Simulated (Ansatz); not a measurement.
A strain series on Zn2C (antifluorite): isotropic on every length

Zn2C (antifluorite), relaxed with r2SCAN in the plane-wave code Ansatz, then strained (isotropic on every length; changes of length per length, axes as in the cell below) with the atoms relaxed again within the symmetry that is left. Space group Fm-3m (No. 225), cubic; conventional cell a = 5.156 Å, 11.42 Å³ an atom. C is surrounded by 8 Zn at 2.23 Å; Zn is surrounded by 4 C at 2.23 Å. No spin polarisation and no zero-point or thermal motion; the cell was built from a prototype and may be hypothetical.

```xyz
3
Lattice="0.0000 2.5779 2.5779 2.5779 0.0000 2.5779 2.5779 2.5779 0.0000" Properties=species:S:1:pos:R:3 pbc="T T T"
C     0.0000    0.0000    0.0000
Zn    1.2890    1.2890    1.2890
Zn    3.8669    3.8669    3.8669
```

Gaps are the least over each mesh (HSE06 6×6×6 when unstrained) and the special points, which keep their unstrained names.

```
strain (%)  gap, HSE06 (eV)  edges, HSE06
     -5.19            1.526             Γ
     -3.92            1.340             Γ
      -3.0            1.202             Γ
       0.0            0.747             Γ
     +2.61            0.351             Γ
      +4.0            0.138             Γ
```

Between zero and the nearest strains the slope of the HSE06 gap against strain is -0.152 eV per percent for negative and -0.152 for positive strain.

The meshes of the hybrids are coarse, so their gaps aren't converged to the digits shown.
